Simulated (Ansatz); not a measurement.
## Work and stress of cleavage in ScAl

Computed with Ansatz, DFT r2SCAN, scalar-relativistic, plane waves, PAW. Cutoff 500 eV, Γ-centred 14×11×5 k-points, Gaussian smearing of 0.15 eV. No spin polarisation. Energies are free energies at this smearing, counted from the undisturbed cell; pressure is positive in compression.

Reference structure (relaxed at this level; it needn't be the usual structure):

```
CELL_PARAMETERS angstrom
-3.36804 0.00000 0.00000
0.00000 0.00000 -4.34056
0.00000 -11.03743 0.00000
ATOMIC_POSITIONS crystal
Sc 0.00000 0.75000 0.58969
Sc 0.50000 0.75000 0.08969
Sc 0.00000 0.25000 0.91031
Sc 0.50000 0.25000 0.41031
Al 0.00000 0.75000 0.31982
Al 0.50000 0.75000 0.81982
Al 0.00000 0.25000 0.18018
Al 0.50000 0.25000 0.68018
```

The cut lies on the cell's a–b face, a (0 -1 0) plane (indices in the standard cell, whose axes needn't be the Cartesian ones shown) of area 14.62 Å², between layers 1.98 Å apart. Vector c is lengthened by d along the normal with the atoms' Cartesian places fixed: one unrelaxed cut a cell. The traction is positive where the two halves pull on each other.

| d (Å) | energy (J/m²) | traction (GPa) |
| --- | --- | --- |
| -0.30 | 0.35 | -26.8 |
| -0.15 | 0.07 | -10.7 |
| 0.00 | 0.00 | 0.0 |
| 0.25 | 0.14 | 9.4 |
| 0.50 | 0.42 | 12.5 |
| 0.75 | 0.73 | 12.4 |
| 1.00 | 1.03 | 11.4 |
| 1.50 | 1.53 | 8.6 |
| 2.00 | 1.89 | 5.8 |
| 3.00 | 2.27 | 2.3 |
| 4.50 | 2.46 | 0.5 |
| 6.00 | 2.49 | 0.1 |

Task: What are the work of separation and the cleavage stress, and do they fit the universal binding curve?

Result: The energy levels off near W ≈ 2.49 J/m² (the traction is down to 0.1 GPa), the energy of the two unrelaxed faces, 1.25 J/m² each on average. The largest sampled traction is 12.5 GPa at d = 0.50 Å, and a parabola through it and its two neighbours peaks at σ_max ≈ 12.8 GPa, d ≈ 0.62 Å. The curve E = W[1 − (1 + d/ℓ)exp(−d/ℓ)] peaks in traction at d = ℓ with σ_max = W/(eℓ); with 1 J/m² per Å = 10 GPa this W and σ_max give ℓ = 0.72 Å. A parabola through that curve at the same three d peaks at 0.69 Å, against 0.62 Å here, a fair fit. Real crystals break at far lower stress, because cracks concentrate it, and on the plane of lowest W, which needn't be this one.

The cut is rigid; relaxing the faces lowers these energies and usually the stresses.

In a metal these slopes depend on the k mesh and the smearing.

Cost: 12 runs of about 7.7 core-minutes in all, on AMD EPYC 9R45 (Zen 5) (shared hosts).